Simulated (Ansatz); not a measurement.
Ir (fcc, Cu type)

```
CELL_PARAMETERS angstrom
      3.83046     0.00000     0.00000
      0.00000     3.83046     0.00000
      0.00000     0.00000     3.83046
ATOMIC_POSITIONS crystal
  Ir 0.00000 0.00000 0.00000
  Ir 0.50000 0.50000 0.00000
  Ir 0.50000 0.00000 0.50000
  Ir 0.00000 0.50000 0.50000
```

In each cell atom 2 (Ir, nearest neighbour Ir at 2.709 Å; its periodic images, 3.8 Å or more away, move with it) moves by s·(-0.707, -0.707, 0.000) (towards the nearest neighbour), the rest being held.

Computed with PBEsol (plane waves to 420 eV, PAW, scalar-relativistic; Ansatz, an electronic-structure program). k mesh 10×10×10 (Γ-centred), Fermi-Dirac smearing 0.05 eV. E stands for the smeared free energy. With partly filled bands, energies and forces of such displacements shift with the k mesh and the smearing. Ir is run without spin polarisation. Ir was relaxed with its symmetry unable to fall. Spin-orbit coupling is left out, though Ir is heavy. The zero of ΔE is the undisplaced structure. The last digit holds for this mesh only.

| s (Å) | ΔE (meV/cell) |
|---|---|
| -0.270 | 583.1 |
| -0.216 | withheld |
| -0.162 | 197.9 |
| -0.108 | 86.3 |
| -0.054 | 21.3 |
| 0.000 | 0.0 |
| 0.054 | 21.3 |
| 0.108 | 86.3 |
| 0.162 | 197.9 |
| 0.216 | withheld |
| 0.270 | 583.1 |

### Question
Fit an even polynomial form (powers 2, 4) to the given rows and predict ΔE at s = 0.216.

### Answer
Least squares on the 9 given rows: ΔE = (7283)·s² + (9811)·s⁴, in meV/cell with s in Å; root-mean-square residual 0.02 meV/cell. At 0.216 the fit gives 361.2 meV/cell; the calculation gives 361.1 meV/cell, so the interpolation is off by 0.1 (+0.0 %). The quadratic term alone would give 339.8 meV/cell.

(For displaced atoms, the force is minus the slope of the energy, and its curvature is a force constant, which sets phonon frequencies.)
